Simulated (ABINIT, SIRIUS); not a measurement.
Given: the input of a run of SIRIUS 7.10.0 on GaB. Atoms were shifted at random by some hundredths of an Å from the given cell, which wasn't relaxed again for these runs. The cell comes from a database or a generator and needn't be the stable form of this composition.

File sirius.json:

```json
{
  "control": {
    "processing_unit": "cpu",
    "verbosity": 2,
    "num_bands_to_print": 15,
    "print_forces": true,
    "print_stress": true
  },
  "parameters": {
    "electronic_structure_method": "pseudopotential",
    "xc_functionals": ["XC_GGA_X_PBE", "XC_GGA_C_PBE"],
    "gk_cutoff": 9.0,
    "pw_cutoff": 18.0,
    "ngridk": [10, 10, 8],
    "shiftk": [0, 0, 0],
    "smearing": "fermi_dirac",
    "smearing_width": 0.0018374661,
    "num_bands": 15,
    "num_mag_dims": 0,
    "num_dft_iter": 100,
    "energy_tol": 1e-08,
    "density_tol": 1e-06
  },
  "iterative_solver": {
    "type": "davidson",
    "min_tolerance": 1e-09,
    "tolerance_scale": [0.1, 0.25]
  },
  "mixer": {
    "type": "anderson",
    "beta": 0.7,
    "max_history": 8
  },
  "settings": {
    "tol_ne": 1e-10,
    "pseudo_grid_cutoff": 6.5
  },
  "unit_cell": {
    "lattice_vectors": [
      [1.0, 0.0, 0.0],
      [0.0, 1.0, 0.0],
      [0.0, 0.0, 1.190553446348]
    ],
    "lattice_vectors_scale": 5.136729141,
    "atom_coordinate_units": "lattice",
    "atom_types": ["Ga", "B"],
    "atom_files": {
      "Ga": "Ga.json",
      "B": "B.json"
    },
    "atoms": {
      "Ga": [
        [0.512899, 0.504368, 0.487181]
      ],
      "B": [
        [-0.003724, -0.009755, -0.006207]
      ]
    }
  }
}
```

Potentials or basis: PseudoDojo 0.4.1 PBE standard (scalar relativistic).

Launch:

```sh
$ upf_to_json Ga.upf
$ upf_to_json B.upf
$ OMP_NUM_THREADS=1 sirius.scf --input=sirius.json --output=out.json --task=0
```

Task: Set up the same calculation for ABINIT 10.8.3 (patched build). Potentials or basis there: JTH PAW PBE v2.0, cutoff 463 eV.

Result: As run (cutoffs and basis follow the program's own potentials, and thresholds, step limits or extra output files can differ):

Contents of run.abi:

```
# Pseudopotentials
pp_dirpath "./"
pseudos "Ga.GGA_PBE-JTH.xml, B.GGA_PBE-JTH.xml"

# Structure
acell 5.136729141 5.136729141 6.1155505818
rprim
     1.0000000000     0.0000000000     0.0000000000
     0.0000000000     1.0000000000     0.0000000000
     0.0000000000     0.0000000000     1.0000000000
ntypat 2
znucl 31 5
natom 2
typat 1 2
xred
     0.5128990000     0.5043680000     0.4871810000
    -0.0037240000    -0.0097550000    -0.0062070000
chkprim 0
chksymtnons 0
tolsym 1.0e-6

# Plane-wave basis
ecut 17.0
pawecutdg 34.0
pawxcdev 0

# k points
kptopt 1
ngkpt 10 10 8
nshiftk 1
shiftk 0.0 0.0 0.0

# Exchange and correlation
ixc 11

# Bands and occupations
nband 12
occopt 3
tsmear 0.05 eV

# SCF cycle
nstep 100
tolvrs 1.0e-9

# Output
iomode 3
prtwf 0
prteig 0
prtebands 0
enunit 2
prtden 1
prtvha 1
prtvclmb 1
prtpot 1
```

Potentials or basis: JTH PAW PBE v2.0.

The run is started by

```console
$ abinit run.abi > log 2>&1
```

Both were run:

|  | SIRIUS | ABINIT |
| --- | --- | --- |
| Pressure | 0.1 GPa | -0.2 GPa |
| Largest force | 0.053 eV/Å | 0.053 eV/Å |

The undisturbed cell isn't at this level's minimum, so the move can lower the energy.

Pressure is positive in compression.
